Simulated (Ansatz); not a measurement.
Orbital-resolved density of states of HfC

```
CELL_PARAMETERS angstrom
0.00000 2.32500 2.32500
2.32500 0.00000 2.32500
2.32500 2.32500 0.00000
ATOMIC_POSITIONS crystal
Hf 0.50000 0.50000 0.50000
C 0.00000 0.00000 0.00000
```

Atoms are numbered in the order listed.

The geometry is COD entry 1539502, unchecked; take it as a test cell.

Spin–orbit coupling is left out, though it moves levels of the heavy atoms by tenths of an eV or more.

The calculation used DFT, PBEsol, all-electron LAPW, scalar-relativistic in Ansatz 0.2.0.

Settings: a Γ-centred 15×15×15 k mesh, Fermi–Dirac smearing of 0.05 eV, basis error target 1 meV/atom, no spin polarisation.

States per eV for one atom of each kind, in 0.4 eV bins named by their centres, from the Fermi level, projected on a minimal set of Löwdin-orthogonalised atomic shells; orbitals are real harmonics on the Cartesian axes, equal curves share a column, and empty bins are left out, as is all above 3.1 eV, near the top of the computed bands.

Hf1 4f:

```
# E all fz3 fxz2=fyz2 fz(x2-y2) fxyz fx(x2-3y2)=fy(3x2-y2)
-11.5 0.04 0.01 0.01 0.00 0.00 0.01
-11.1 34.40 4.82 4.92 4.98 5.00 4.88
-10.7 0.18 0.05 0.03 0.01 0.00 0.03
-10.3 0.08 0.03 0.01 0.00 0.00 0.02
-9.9 0.08 0.03 0.01 0.00 0.00 0.02
-9.5 0.09 0.03 0.01 0.00 0.00 0.02
-9.1 0.06 0.02 0.01 0.00 0.00 0.01
-8.7 0.02 0.01 0.00 0.00 0.00 0.00
```

Hf1 5d:

```
# E all dz2=dx2-y2 dxz=dyz=dxy
-11.1 0.09 0.04 0.00
-10.7 0.01 0.00 0.00
-10.3 0.13 0.06 0.00
-9.9 0.29 0.14 0.00
-9.5 0.40 0.19 0.00
-9.1 0.26 0.12 0.00
-8.7 0.04 0.02 0.00
-5.9 0.04 0.00 0.01
-5.5 0.10 0.00 0.03
-5.1 0.17 0.01 0.05
-4.7 0.28 0.03 0.08
-4.3 0.29 0.04 0.07
-3.9 0.28 0.05 0.06
-3.5 0.19 0.03 0.04
-3.1 0.20 0.05 0.04
-2.7 1.43 0.30 0.28
-2.3 1.22 0.31 0.20
-1.9 0.71 0.15 0.14
-1.5 0.41 0.09 0.07
-1.1 0.26 0.05 0.05
-0.7 0.16 0.03 0.03
-0.3 0.08 0.01 0.02
0.1 0.09 0.00 0.03
0.5 0.14 0.00 0.04
0.9 0.20 0.00 0.07
1.3 0.31 0.00 0.10
1.7 0.38 0.00 0.12
2.1 0.42 0.01 0.14
2.5 0.47 0.01 0.15
2.9 0.54 0.01 0.17
```

C2 2p:

```
# E all pz=px=py
-11.1 0.03 0.01
-10.7 0.01 0.00
-10.3 0.02 0.01
-9.9 0.02 0.01
-9.5 0.02 0.01
-9.1 0.01 0.00
-5.9 0.05 0.02
-5.5 0.11 0.04
-5.1 0.20 0.07
-4.7 0.37 0.12
-4.3 0.43 0.14
-3.9 0.50 0.17
-3.5 0.36 0.12
-3.1 0.35 0.12
-2.7 2.00 0.67
-2.3 1.42 0.47
-1.9 0.78 0.26
-1.5 0.53 0.18
-1.1 0.41 0.14
-0.7 0.33 0.11
-0.3 0.19 0.06
0.1 0.16 0.05
0.5 0.16 0.05
0.9 0.15 0.05
1.3 0.15 0.05
1.7 0.14 0.05
2.1 0.15 0.05
2.5 0.15 0.05
2.9 0.17 0.06
```

Hf1 6s:

```
# E all
-12.3 0.01
-11.9 0.05
-11.5 0.08
-11.1 0.08
-10.7 0.07
-10.3 0.11
-9.9 0.11
-9.5 0.08
-9.1 0.04
-8.7 0.01
-5.9 0.01
-5.5 0.02
-5.1 0.04
-4.7 0.07
-4.3 0.07
-3.9 0.08
-3.5 0.05
-3.1 0.02
-2.7 0.01
-2.3 0.01
-1.9 0.01
1.7 0.01
2.1 0.01
2.5 0.01
2.9 0.02
```

C2 2s:

```
# E all
-11.9 0.03
-11.5 0.07
-11.1 0.28
-10.7 0.08
-10.3 0.27
-9.9 0.50
-9.5 0.75
-9.1 0.65
-8.7 0.22
-8.3 0.01
-5.5 0.01
-5.1 0.02
-4.7 0.03
-4.3 0.03
-3.9 0.03
-3.5 0.02
-3.1 0.02
-2.7 0.04
-2.3 0.02
-1.9 0.01
-1.5 0.01
-1.1 0.01
1.3 0.01
1.7 0.01
2.1 0.01
2.5 0.01
2.9 0.02
```
